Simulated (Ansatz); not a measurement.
A: KTe (space group P6_3/mmc), a = 5.604 Å, b = 5.604 Å, c = 12.383 Å, α = 90.00°, β = 90.00°, γ = 120.00°
B: MgH2 (rutile), a = 4.4844 Å, b = 4.4844 Å, c = 2.9967 Å, α = 90.00°, β = 90.00°, γ = 90.00°
C: Te (trigonal-Te type, space group P3_121), a = 4.6241 Å, b = 4.6241 Å, c = 5.9034 Å, α = 90.00°, β = 90.00°, γ = 120.00°
D: Zn (hcp, Mg type), a = 2.6468 Å, b = 2.6468 Å, c = 4.6794 Å, α = 90.00°, β = 90.00°, γ = 120.00°

Scan: energy against volume (even scaling of the relaxed cell, symmetry kept). One method and one kind of scan serve all of them; meshes and ranges differ. All were relaxed with their symmetry unable to fall. Spin-orbit coupling is left out.

Put the candidates in order of bulk modulus at fixed cell shape (fitted), highest first, for r2SCAN (plane waves to 500 eV, PAW, scalar-relativistic; Ansatz, a program for electronic structure).

D (93.0 GPa), B (54.0 GPa), C (19.8 GPa), A (13.7 GPa)

(Under strain, the slope of the energy per volume gives the stress and its curvature an elastic modulus.)
